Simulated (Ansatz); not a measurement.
Ag:
Space group Im-3m (No. 229); a = b = c = 3.1827 Å, α = β = γ = 90.00°

| atom | site | symmetry | x | y | z |
|---|---|---|---|---|---|
| Ag | 2a | m-3m | 0.0000 | 0.0000 | 0.0000 |
(The calculation used a cell of 1 atom; values per cell refer to that cell.)

Relaxed with LDA.

**Question.** Which orbitals make up the states near the Fermi level in DFT-LDA in the program Ansatz with PAW potentials?

**Answer.** Within 0.5 eV of the Fermi level: Ag 5s 50 %, Ag 4d 19 %, outside the projected shells 31 %. Projections are on Löwdin-orthogonalised atomic valence shells; empty p or d shells of many metals are not among them.

**Question.** Tabulate the density of states.

**Answer.** States/eV per cell of 1 atom, in 0.25 eV bins, energy from the Fermi level.

| E (eV) | total | Ag 4d | Ag 5s |
|---|---|---|---|
| -7.85 | 0.06 | 0.00 | 0.06 |
| -7.60 | 0.08 | 0.00 | 0.08 |
| -7.35 | 0.11 | 0.00 | 0.10 |
| -7.10 | 0.14 | 0.01 | 0.12 |
| -6.85 | 0.24 | 0.07 | 0.16 |
| -6.60 | 1.29 | 0.94 | 0.34 |
| -6.35 | 2.07 | 1.66 | 0.40 |
| -6.10 | 3.08 | 2.73 | 0.33 |
| -5.85 | 3.31 | 3.15 | 0.14 |
| -5.60 | 3.31 | 3.24 | 0.05 |
| -5.35 | 2.11 | 2.06 | 0.04 |
| -5.10 | 1.95 | 1.84 | 0.09 |
| -4.85 | 2.52 | 2.27 | 0.21 |
| -4.60 | 1.56 | 1.41 | 0.12 |
| -4.35 | 1.45 | 1.34 | 0.08 |
| -4.10 | 2.25 | 2.17 | 0.06 |
| -3.85 | 3.94 | 3.87 | 0.05 |
| -3.60 | 4.55 | 4.51 | 0.03 |
| -3.35 | 3.26 | 3.18 | 0.06 |
| -3.10 | 1.86 | 1.77 | 0.07 |
| -2.85 | 1.75 | 1.66 | 0.08 |
| -2.60 | 0.77 | 0.68 | 0.08 |
| -2.35 | 0.21 | 0.12 | 0.09 |
| -2.10 | 0.22 | 0.11 | 0.10 |
| -1.85 | 0.22 | 0.09 | 0.11 |
| -1.60 | 0.22 | 0.09 | 0.12 |
| -1.35 | 0.22 | 0.08 | 0.12 |
| -1.10 | 0.23 | 0.07 | 0.13 |
| -0.85 | 0.23 | 0.07 | 0.13 |
| -0.60 | 0.24 | 0.06 | 0.14 |
| -0.35 | 0.26 | 0.06 | 0.14 |
| -0.10 | 0.27 | 0.05 | 0.14 |
| 0.15 | 0.27 | 0.05 | 0.13 |
| 0.40 | 0.27 | 0.04 | 0.13 |
| 0.65 | 0.26 | 0.04 | 0.12 |
| 0.90 | 0.26 | 0.04 | 0.12 |
| 1.15 | 0.25 | 0.03 | 0.11 |
| 1.40 | 0.25 | 0.03 | 0.10 |
| 1.65 | 0.24 | 0.02 | 0.10 |
| 1.90 | 0.23 | 0.02 | 0.09 |
| 2.15 | 0.22 | 0.02 | 0.08 |
| 2.40 | 0.21 | 0.02 | 0.07 |
| 2.65 | 0.20 | 0.01 | 0.07 |
| 2.90 | 0.19 | 0.01 | 0.06 |
| 3.15 | 0.17 | 0.01 | 0.05 |
| 3.40 | 0.16 | 0.01 | 0.05 |
| 3.65 | 0.14 | 0.01 | 0.04 |
| 3.90 | 0.13 | 0.00 | 0.04 |
| 4.15 | 0.12 | 0.00 | 0.03 |
| 4.40 | 0.13 | 0.01 | 0.05 |
| 4.65 | 0.38 | 0.03 | 0.26 |

The workflow started from a Materials Project entry (that database holds measured and hypothetical structures alike); the Crystallography Open Database copy checked does not list it. It is not the phase usual at ambient conditions (space group No. 225). Symmetry was held in the LDA relaxation. At this level the phase is mechanically unstable. No spin polarisation was allowed. Spin–orbit coupling is left out wherever it is not named.

Potentials: the earlier of the program's two PAW sets. The files were generated under PBE; for other functionals the program regenerates the frozen cores, and for LDA and PBEsol the local potential too.
